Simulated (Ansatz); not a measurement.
Total density of states per atom from plane-wave PAW PBE (Ansatz code), in 0.25 eV bins, energy from the Fermi level:

| E (eV) | states/eV/atom |
|---|---|
| -7.85 | 0.39 |
| -7.60 | 0.41 |
| -7.35 | 0.43 |
| -7.10 | 0.47 |
| -6.85 | 0.51 |
| -6.60 | 0.47 |
| -6.35 | 0.44 |
| -6.10 | 0.38 |
| -5.85 | 0.31 |
| -5.60 | 0.28 |
| -5.35 | 0.24 |
| -5.10 | 0.22 |
| -4.85 | 0.19 |
| -4.60 | 0.18 |
| -4.35 | 0.22 |
| -4.10 | 0.29 |
| -3.85 | 0.33 |
| -3.60 | 0.35 |
| -3.35 | 0.37 |
| -3.10 | 0.43 |
| -2.85 | 0.45 |
| -2.60 | 0.45 |
| -2.35 | 0.48 |
| -2.10 | 0.54 |
| -1.85 | 0.63 |
| -1.60 | 0.65 |
| -1.35 | 0.65 |
| -1.10 | 0.64 |
| -0.85 | 0.56 |
| -0.60 | 0.51 |
| -0.35 | 0.51 |
| -0.10 | 0.51 |
| 0.15 | 0.52 |
| 0.40 | 0.52 |
| 0.65 | 0.54 |
| 0.90 | 0.52 |
| 1.15 | 0.54 |
| 1.40 | 0.54 |
| 1.65 | 0.54 |
| 1.90 | 0.54 |
| 2.15 | 0.54 |
| 2.40 | 0.56 |
| 2.65 | 0.56 |
| 2.90 | 0.58 |
| 3.15 | 0.64 |
| 3.40 | 0.70 |
| 3.65 | 0.69 |
| 3.90 | 0.69 |
| 4.15 | 0.75 |
| 4.40 | 0.74 |
| 4.65 | 0.71 |

Question: Which compound is it?
A) SnGe3, P-4m2 (Ge on 2g, Ge on 1a, Sn on 1c)
B) SnC, CsCl type
C) Sn, simple hexagonal
D) Mg3SnO, anti-perovskite

Answer: C, Sn, simple hexagonal. Within 0.5 eV of the Fermi level: Sn 5p 81 %, Sn 5s 16 %. Projections are on Löwdin-orthogonalised atomic valence shells; empty p or d shells of many metals are not among them.

Space group P6/mmm (simple hexagonal). The start of the workflow was typed in or built on a structure type; neither database checked (COD, Materials Project) lists it. It is not the phase usual at ambient conditions (space group No. 141). The cell was relaxed with PBE under the symmetry of its start; whether a distortion lowers the energy is not shown. Spin–orbit coupling is left out wherever it is not named.

Potentials: the earlier of the program's two PAW sets.
